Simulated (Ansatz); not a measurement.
ZnCu2GeS4:
```
CELL_PARAMETERS angstrom
     -2.63352     2.63352     5.24167
      2.63352    -2.63352     5.24167
      2.63352     2.63352    -5.24167
ATOMIC_POSITIONS crystal
  Cu 0.00000 0.00000 0.00000
  Cu 0.75000 0.25000 0.50000
  Zn 0.25000 0.75000 0.50000
  Ge 0.50000 0.50000 0.00000
  S  0.63044 0.62067 0.49846
  S  0.12222 0.13199 0.50154
  S  0.37933 0.87778 0.00977
  S  0.86801 0.36956 0.99023
```

Relaxed with PBEsol. Special points in fractions of this cell's reciprocal vectors: Γ (0.000, 0.000, 0.000); X (0.000, 0.000, 0.500); P (0.250, 0.250, 0.250); N (0.000, 0.500, 0.000); M (0.500, 0.500, -0.500); S (0.313, 0.687, -0.313); S0 (-0.313, 0.313, 0.313); R (-0.126, 0.126, 0.500); G (0.500, 0.500, -0.126).

Problem. List the band energies nearest the valence-band maximum at these points for PBEsol with spin–orbit coupling in the plane-wave PAW code Ansatz.

Solution. In eV from the valence-band maximum; about four levels below and three above (degenerate sets whole), none deeper than 8.9 eV; points with the same levels are listed once.

| k | below | above |
|---|---|---|
| Γ | -0.07 -0.07 0.00 0.00 | 0.60 0.60 1.85 1.85 |
| X | -0.51 -0.51 -0.46 -0.46 | 0.78 0.78 2.41 2.41 |
| P | -0.72 -0.68 -0.56 -0.49 | 1.08 1.08 2.90 2.90 |
| N | -1.15 -1.15 -0.56 -0.56 | 1.87 1.87 3.08 3.08 |
| M | -0.98 -0.98 -0.98 -0.98 | 1.45 1.45 2.00 2.00 |
| S | -0.84 -0.80 -0.55 -0.51 | 1.66 1.67 2.47 2.48 |
| R | -0.73 -0.67 -0.63 -0.62 | 1.03 1.03 2.61 2.62 |

Space group I-4. The cell was relaxed with PBEsol under the symmetry of its start. No spin polarisation was allowed.

Potentials: the later of the program's two PAW sets.
